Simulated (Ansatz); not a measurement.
**NaVF₃ in Ansatz, settings compared**

Launch command:

```bash
ansatz run input.yaml --threads 1 --pin off --max-ram 2560MiB --backend cpu --events-out ev --progress --plain --runs-dir out
```

Input:

```yaml
crystal:
  lattice:
    - [4.15214332, 0.0, 0.0]
    - [0.0, 4.15214332, 0.0]
    - [0.0, 0.0, 4.15214332]
  atoms:
    - { symbol: V, position: [0.0, 0.0, 0.0], spin: 2.3 }
    - { symbol: F, position: [0.5, 0.0, 0.0] }
    - { symbol: F, position: [0.0, 0.5, 0.0] }
    - { symbol: F, position: [0.0, 0.0, 0.5] }
    - { symbol: Na, position: [0.5, 0.5, 0.5] }
kpoints:
  mp_grid: { grid: [4, 4, 4], shift: [0, 0, 0] }
magnetization:
  spin_polarized: true
scf:
  occupations: { method: fermi_dirac, width: 0.0143 }
hamiltonian:
  pseudopotentials: { kind: paw }
  xc: r2scan
basis:
  ecutwfc: 500
output:
  forces: true
  stress: true
  eigenvalues: true
```

Origin of the cell: a known structure type with other elements, at an estimated volume, so it need not be a known compound.

Output of this run (shortened):

```
Pseudopotentials: kind: paw
Pseudopotential: V, paw, valence charge 13, recommended cutoff 500 eV (meta_gga), V.paw.azcp
Pseudopotential: F, paw, valence charge 7, recommended cutoff 500 eV (meta_gga), F.paw.azcp
Pseudopotential: Na, paw, valence charge 9, recommended cutoff 500 eV (meta_gga), Na.paw.azcp
Functional definition: r2SCAN
  exchange = r2scan_x(k0 = k0, k1 = k1, a1 = a1)
  correlation = r2scan_c
Crystal: 5 atoms, lattice volume = 71.584 Å³
Basis set: ecut = 500 eV, 1839 PW (Γ), exchange–correlation on 128×128×128 points (64 copies of the dense FFT grid, shifted against one another)
Bands: 28, of which v1, the nominal top of the filled ones, is band 22 counted from 1 (21 counted from 0)
Symmetry: 48 space group operations
[… 13 lines left out …]
Initial density: superposition of atomic densities (chi_scale 0.1, normalization cell, long waves kept (reshape's long-wave potential 0.02 eV rms))
Starting moments: Σ|m| = 2.3 μB on 1 of 5 sites
Functional: x = r2scan, c = r2scan; τ floored in thin density (d = 2e-4 eV/Å³)
SCF iter   1: F=—  HF=-6844.198474 eV  Δρ=1.28e-1  dr2=2.42e1  dr2_τ=1.50e-1  dr2_m=1.14e0  M=3.000 μB ∫|m|=3.070 μB
SCF iter   2: F=—  HF=-6841.458378 eV  Δρ=4.55e-2  dr2=5.70e0  dr2_τ=6.88e-2  dr2_m=4.12e-2  M=3.000 μB ∫|m|=3.038 μB  defer=24  κ⁻¹=1.0e0(r=1)
SCF iter   3: F=—  HF=-6840.830552 eV  Δρ=2.25e-2  dr2=1.28e0  dr2_τ=1.12e-2  dr2_m=1.01e-2  M=3.000 μB ∫|m|=3.031 μB  defer=29  κ⁻¹=4.8e-2(r=2)
SCF iter   4: F=—  HF=-6840.799299 eV  Δρ=1.20e-2  dr2=3.21e-1  dr2_τ=4.34e-3  dr2_m=6.74e-4  M=3.000 μB ∫|m|=3.038 μB  defer=29  κ⁻¹=8.8e-3(r=3)
SCF iter   5: F=—  HF=-6840.777523 eV  Δρ=5.64e-3  dr2=5.97e-2  dr2_τ=1.19e-3  dr2_m=6.09e-4  M=3.000 μB ∫|m|=3.043 μB  defer=28  κ⁻¹=1.3e-3(r=4)
[… 6 lines left out …]
SCF iter  12: F=—  HF=-6840.813466 eV  Δρ=3.63e-5  dr2=3.64e-6  dr2_τ=6.42e-8  dr2_m=5.67e-9  M=3.000 μB ∫|m|=3.039 μB  defer=28  κ⁻¹=8.4e-5(r=6)
SCF iter  13: F=—  HF=-6840.813470 eV  Δρ=1.53e-5  dr2=6.54e-7  dr2_τ=8.13e-9  dr2_m=8.51e-9  M=3.000 μB ∫|m|=3.039 μB  defer=28  κ⁻¹=1.2e-5(r=7)
SCF iter  14: F=—  HF=-6840.813470 eV  Δρ=9.94e-6  dr2=2.33e-7  dr2_τ=4.85e-9  dr2_m=9.81e-10  M=3.000 μB ∫|m|=3.039 μB  defer=28  κ⁻¹=4.1e-6(r=8)
SCF iter  15: F=—  HF=-6840.813470 eV  Δρ=5.23e-6  dr2=3.75e-8  dr2_τ=1.24e-9  dr2_m=7.48e-10  M=3.000 μB ∫|m|=3.039 μB  defer=28  κ⁻¹=1.0e-6(r=8)
SCF iter  16: F=-6840.813470 eV  HF=-6840.813470 eV  Δρ=2.74e-6  dr2=8.88e-9  dr2_τ=3.13e-10  dr2_m=1.30e-10  M=3.000 μB ∫|m|=3.039 μB
SCF 1 converged in 16 iterations: F = -6840.813470 eV  dr2 = 8.88e-9
this state was not tested for a lower state beside it, because the mixer in use, unlike msr1, does not test its closes by its own steps (another_mixer; see scf.mixing.algorithm and scf.lower_state_search)
SCF converged after 16 iterations
Magnetization: 3.0000 μB (23.0000 up, 20.0000 down)
Absolute magnetization: 3.0377 μB (∫|ρ↑−ρ↓|, with the PAW one-centre terms)
Spin contamination: 0.0032 ħ² per cell (⟨S²⟩ above its minimum at these occupations)
Per-site moments (μB) at R_I (Å): [(2.268181, 0.856380), (0.032683, 0.856380), (0.032683, 0.856380), (0.032683, 0.856380), (0.001023, 1.211104)]
Free energy (F): -6840.813470 eV
Harris-Foulkes:  -6840.813470 eV  (|F-HF|=1.23e-8)
Internal energy: -6840.813456 eV  (E = F + TS)
E sigma→0 (E₀):  -6840.813463 eV
Entropy (-TS):   -0.000014 eV (-0.003 meV/atom)
Fermi energy:    7.090598 eV
--- Per-component energies (eV) ---
  E_band       = -630.771727
  E_kinetic    = 1079.471544
  E_local      = -4540.215201  (includes V_loc(G=0)·N_el)
  E_nonlocal   = 298.094181
  E_hartree    = 1774.777239
  E_xc         = -399.579973
  E_vxc        = -586.545823  (∫ρ·V_xc dr)
  E_paw        = -2004.787741  (= ΣΔE_a)
  E_vpaw       = -474.830736  (= ΣTr[D̂ρ^β])
  E_aug_tail   = 0.002895  (compensation charges beyond the density's cutoff)
  E_vtau       = 43.697467  (kinetic-family band-sum trace: ∫τ·v_τ [+ j·A + Jᵃ·Aᵃ] dr)
  E_ewald      = -3048.190178
  E_core_change = -0.386223  (= ΣΔE_core)
[… 4 lines left out …]
  atom   1  V      0.000000     0.000000     0.000000
  atom   2  F      0.000000    -0.000000     0.000000
  atom   3  F      0.000000     0.000000    -0.000000
  atom   4  F      0.000000     0.000000    -0.000000
  atom   5  Na     0.000000    -0.000000    -0.000000
  max |Σ_I F_I| component: 0.0 eV/Å
--- Stress (GPa, compression-positive) ---
       -3.926297       0.000000       0.000000
        0.000000      -3.926297       0.000000
        0.000000       0.000000      -3.926297
  P = ⅓ Tr σ = -3.9263 GPa (-39.263 kbar)
```

The same input was run again with these changes:

1. `hamiltonian.pseudopotentials` { kind: paw } → { kind: paw, source: jth }; `kpoints.mp_grid.shift` [0, 0, 0] → [0.5, 0.5, 0.5]
2. `scf.n_extra_bands` default → 2; `kpoints.mp_grid.shift` [0, 0, 0] → [0.5, 0.5, 0.5]
3. `basis.ecutwfc` 500 → "500 eV"
4. `scf.max_iter` default → 2.5

```json
{"run": "base", "end": "converged", "SCF iterations": "16", "P (GPa)": "-3.93", "max force component (eV/Å)": "0.000", "gap on mesh (eV)": "0.19", "moment (μB)": "3.00", "ΔE(σ→0) (meV/atom)": "0"}
{"run": "1", "end": "converged", "SCF iterations": "16", "P (GPa)": "-3.39", "max force component (eV/Å)": "0.000", "gap on mesh (eV)": "0.93", "moment (μB)": "3.00", "ΔE(σ→0) (meV/atom)": "–"}
{"run": "2", "end": "converged", "SCF iterations": "16", "P (GPa)": "-3.93", "max force component (eV/Å)": "0.000", "gap on mesh (eV)": "0.98", "moment (μB)": "3.00", "ΔE(σ→0) (meV/atom)": "-0.16"}
{"run": "3", "end": "converged", "SCF iterations": "16", "P (GPa)": "-3.93", "max force component (eV/Å)": "0.000", "gap on mesh (eV)": "0.19", "moment (μB)": "3.00", "ΔE(σ→0) (meV/atom)": "0.00"}
{"run": "4", "end": "input refused", "SCF iterations": "0", "P (GPa)": "–", "max force component (eV/Å)": "–", "gap on mesh (eV)": "–", "moment (μB)": "–", "ΔE(σ→0) (meV/atom)": "–"}
```

Energies are compared only where functional, datasets, charge and starting cell are the same.

Caveats of the base run: one start, so the magnetic state may not be the lowest.

Run 1: the cutoff lies below the datasets' advice.

The base run ran for 11 s on 1 thread of Intel(R) Xeon(R) Platinum 8259CL CPU @ 2.50GHz (Skylake/Cascade Lake), with other jobs on the host, peak memory 0.63 GiB, from the program's own first density.
